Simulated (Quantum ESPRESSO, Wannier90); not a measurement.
**InSe (R3m), plane waves to Wannier functions**

```
begin unit_cell_cart
ang
   -2.0233451426    3.5045365883    0.0000000000
   -4.0466902853    0.0000000000    0.0000000000
   -2.0233451426    1.1681788628    8.6085230000
end unit_cell_cart
begin atoms_frac
In   0.1103500000  0.1103500000 -0.3310500000
In   0.0018300000  0.0018300000 -0.0054900000
Se  -0.3802870000 -0.3802870000  0.1408610000
Se  -0.1741930000 -0.1741930000 -0.4774210000
end atoms_frac
```

Materials Project entry mp-22691; symmetrised, unrelaxed at this level. COD (Crystallography Open Database) has the formula in 2 space groups, this one among them (matched by group alone). Level: PBEsol, spinors with spin-orbit coupling; pw.x of Quantum ESPRESSO at 69 Ry with PseudoDojo potentials, 4×4×4 k-points, Wannier90. Density: 10×10×10 mesh, Gaussian smearing 0.01 Ry. The cell is built of weakly bound layers, chains or molecules, whose nearest atoms lie 4.03 Å apart. Database cells relaxed without dispersion often hold them too far apart, which can enlarge gaps and weakens couplings between them; spacing and stacking were not compared with the measured crystal.

Bands 41-58 form an isolated set from -13.39 to 0.00 eV relative to the valence-band maximum (on the path) and are turned into 18 Wannier functions by minimising the spread from the start: SCDM (isolated).

### Question
Where do the functions sit, how wide are they and what are they made of?

### Answer
```json
[
 {"functions": "12", "spread (Å²)": "2.10", "nearest atom, distance (Å)": "Se 0.89", "second atom, distance (Å)": "In 1.77", "weight on atomic waves": "Se 4p 55 %, In 5p 19 %, Se 4s 12 %"},
 {"functions": "4", "spread (Å²)": "2.18", "nearest atom, distance (Å)": "Se 0.30", "second atom, distance (Å)": "In 2.81", "weight on atomic waves": "Se 4p 52 %, Se 4s 38 %"},
 {"functions": "2", "spread (Å²)": "2.85", "nearest atom, distance (Å)": "In 1.40", "second atom, distance (Å)": "In 1.40", "weight on atomic waves": "In 5s 51 %, In 5p 44 %"}
]
```

Ω_I = 36.17 Å², Ω_total = 39.60 Å²; the interpolated bands follow pw.x to 35 meV rms on the path. Only this start was tried; a symmetric start can stop on a saddle, and mixtures of these functions could lower the total by at most Ω_total − Ω_I.
